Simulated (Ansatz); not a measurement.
Molecular dynamics on a 2×2×2 supercell (16 atoms) of BAs (F-43m), relaxed with r2SCAN. Forces come from r2SCAN in Ansatz 0.2.0: Langevin thermostat and barostat (NPT), 100 K, steps of 3 fs. Spin polarisation is off, nuclei are classical, and the run is far too short for thermal averages.

```yaml
crystal:
  lattice:
    - [0.0, 4.7837397954, 4.7837397954]
    - [4.7837397954, 0.0, 4.7837397954]
    - [4.7837397954, 4.7837397954, 0.0]
  atoms:
    - { symbol: B, position: [0.0, 0.0, 0.0] }
    - { symbol: As, position: [0.125, 0.125, 0.125] }
    - { symbol: B, position: [0.0, 0.0, 0.5] }
    - { symbol: As, position: [0.125, 0.125, 0.625] }
    - { symbol: B, position: [0.0, 0.5, 0.0] }
    - { symbol: As, position: [0.125, 0.625, 0.125] }
    - { symbol: B, position: [0.0, 0.5, 0.5] }
    - { symbol: As, position: [0.125, 0.625, 0.625] }
    - { symbol: B, position: [0.5, 0.0, 0.0] }
    - { symbol: As, position: [0.625, 0.125, 0.125] }
    - { symbol: B, position: [0.5, 0.0, 0.5] }
    - { symbol: As, position: [0.625, 0.125, 0.625] }
    - { symbol: B, position: [0.5, 0.5, 0.0] }
    - { symbol: As, position: [0.625, 0.625, 0.125] }
    - { symbol: B, position: [0.5, 0.5, 0.5] }
    - { symbol: As, position: [0.625, 0.625, 0.625] }
kpoints:
  mp_grid: { grid: [2, 2, 2] }
hamiltonian:
  xc: r2scan
scf:
  occupations: { method: fermi_dirac, width: 0.02 }
md:
  ensemble: npt_langevin
  temperature: 100
  timestep: 3.0
  n_steps: 30
  initial_velocities: maxwell_boltzmann
  seed: 4474
```

Command: `ansatz run input.yaml --threads 4 --pin off --max-ram 3686MiB --backend cpu --events-out ev --progress --plain --runs-dir out`. It took 6.7 min on 4 threads of Arm Neoverse N1, on a shared host, load about 0.9 per core; peak host memory 1.6 GiB.

| step | t (fs) | T (K) | free energy F from step 0 (meV/atom) | kinetic energy (meV/atom) | pressure (GPa) | volume (Å³/atom) | largest force (eV/Å) |
| --- | --- | --- | --- | --- | --- | --- | --- |
| 0 | 0 | 94 | 0.0 | 12.1 | 0.71 | 13.68 | 0.00 |
| 1 | 3 | 90 | 0.9 | 11.6 | 0.70 | 13.69 | 0.39 |
| 2 | 6 | 66 | 3.2 | 8.5 | 0.65 | 13.69 | 0.69 |
| 3 | 9 | 44 | 5.3 | 5.7 | 0.58 | 13.70 | 0.83 |
| 4 | 12 | 48 | 6.3 | 6.2 | 0.52 | 13.71 | 0.87 |
| 5 | 15 | 51 | 6.5 | 6.6 | 0.42 | 13.72 | 0.90 |
| 6 | 18 | 48 | 6.6 | 6.2 | 0.33 | 13.72 | 1.01 |
| 7 | 21 | 45 | 6.7 | 5.8 | 0.25 | 13.73 | 1.10 |
| 8 | 24 | 49 | 6.9 | 6.3 | 0.17 | 13.74 | 1.12 |
| 9 | 27 | 55 | 7.4 | 7.1 | 0.09 | 13.75 | 1.09 |
| 10 | 30 | 50 | 8.1 | 6.5 | 0.03 | 13.76 | 1.02 |
| 11 | 33 | 49 | 8.6 | 6.3 | -0.01 | 13.76 | 0.98 |
| 12 | 36 | 50 | 8.9 | 6.4 | -0.03 | 13.76 | 0.99 |
| 13 | 39 | 55 | 8.8 | 7.1 | 0.00 | 13.76 | 0.95 |
| 14 | 42 | 67 | 8.3 | 8.7 | 0.04 | 13.76 | 0.85 |
| 15 | 45 | 65 | 7.6 | 8.4 | 0.06 | 13.75 | 0.79 |
| 16 | 48 | 75 | 6.9 | 9.7 | 0.11 | 13.75 | 0.95 |
| 17 | 51 | 79 | 6.6 | 10.3 | 0.17 | 13.74 | 1.13 |
| 18 | 54 | 78 | 6.9 | 10.0 | 0.22 | 13.74 | 1.22 |
| 19 | 57 | 67 | 7.7 | 8.6 | 0.29 | 13.73 | 1.24 |
| 20 | 60 | 58 | 8.7 | 7.5 | 0.36 | 13.72 | 1.20 |
| 21 | 63 | 48 | 8.9 | 6.2 | 0.40 | 13.72 | 1.08 |
| 22 | 66 | 52 | 8.6 | 6.7 | 0.44 | 13.71 | 0.93 |
| 23 | 69 | 63 | 8.1 | 8.1 | 0.47 | 13.71 | 0.85 |
| 24 | 72 | 62 | 7.8 | 8.0 | 0.48 | 13.71 | 0.95 |
| 25 | 75 | 72 | 7.8 | 9.3 | 0.50 | 13.71 | 0.97 |
| 26 | 78 | 69 | 8.7 | 8.9 | 0.55 | 13.70 | 0.95 |
| 27 | 81 | 62 | 10.3 | 8.0 | 0.60 | 13.70 | 0.96 |
| 28 | 84 | 50 | 11.7 | 6.5 | 0.61 | 13.70 | 1.12 |
| 29 | 87 | 48 | 11.8 | 6.3 | 0.57 | 13.70 | 1.11 |
| 30 | 90 | 56 | 10.5 | 7.2 | 0.49 | 13.71 | 1.06 |

The temperature starts at 94 K, is lowest at step 3 (44 K, 9 fs) and ends at 56 K. The thermostat hasn't had time to restore it. The atoms start on their lattice sites with kinetic energy alone, so much of it first passes into potential energy.

Positions (Å) and forces (eV/Å) at step 30:
```
cell (Å): 0.000 4.787 4.787; 4.787 0.000 4.787; 4.787 4.787 0.000
B    0.010   0.010   0.033    -0.028  -0.353  -0.537
As   1.227   1.206   1.184    -0.237  -0.525   0.457
B    2.382   2.385  -0.002     0.581   0.163  -0.175
As   3.617   3.545   1.196    -0.466   0.910   0.288
B    2.453  -0.033   2.361    -0.322   0.393  -0.146
As   3.585   1.184   3.576     0.684  -0.076   0.312
B    4.807   2.445   2.431    -0.020  -0.915  -0.234
As   6.025   3.623   3.573    -0.060  -0.310   0.321
B    0.019   2.357   2.424     0.069   0.087  -0.242
As   1.201   3.550   3.613     0.100   0.147   0.516
B    2.405   4.737   2.453     0.350   0.198  -0.377
As   3.627   5.967   3.634    -0.492  -0.407  -0.320
B    2.410   2.314   4.812    -0.407   0.433  -0.092
As   3.617   3.525   5.972     0.137   0.083   0.064
B    4.812   4.744   4.796     0.156   0.486   0.441
As   5.997   5.962   6.054    -0.046  -0.314  -0.277
```
